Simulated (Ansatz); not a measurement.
Is this NaH₃ structure stable?

The cell was found from a structure generator's guess, not taken from experiment.

All numbers below come from DFT PBE, scalar-relativistic, plane waves, PAW (Ansatz 0.2.0). The final run on the 8-atom cell used 420 eV, a Γ-centred 6×6×6 mesh, 0.02 eV smearing and no spin polarisation.

```cif
data_structure
_symmetry_space_group_name_H-M 'C2/c'
_symmetry_Int_Tables_number 15
_cell_length_a 12.5862
_cell_length_b 4.5871
_cell_length_c 4.5601
_cell_angle_alpha 90.000
_cell_angle_beta 109.831
_cell_angle_gamma 90.000
_cell_volume 247.66
loop_
_atom_site_label
_atom_site_type_symbol
_atom_site_symmetry_multiplicity
_atom_site_Wyckoff_symbol
_atom_site_fract_x
_atom_site_fract_y
_atom_site_fract_z
_atom_site_occupancy
Na1 Na 4 e 0.00000 0.75018 0.75000 1
H1 H 8 f 0.74834 0.21499 0.07299 1
H2 H 4 e 0.00000 0.25023 0.75000 1
```

Energies over the elements count from the elements' standard structures at the same level (H₂ as a molecule), with no fitted energy shifts.

Task: These tests were run: energy against the elements; phonons on a 2×2×2 q mesh. What do they show?

Result:

```tsv
test	result
energy against the elements	−0.043 eV/atom
phonons on a 2×2×2 q mesh	imaginary modes down to 151i cm⁻¹
```

It fails one test: phonons on a 2×2×2 q mesh. So it isn't even a local minimum.

Weakly bound directions are ill-defined at this level, which has no dispersion term. With hydrogen, zero-point motion can shift formation energies by some tens of meV/atom. The run for the phonons used a 6×6×6 k mesh.
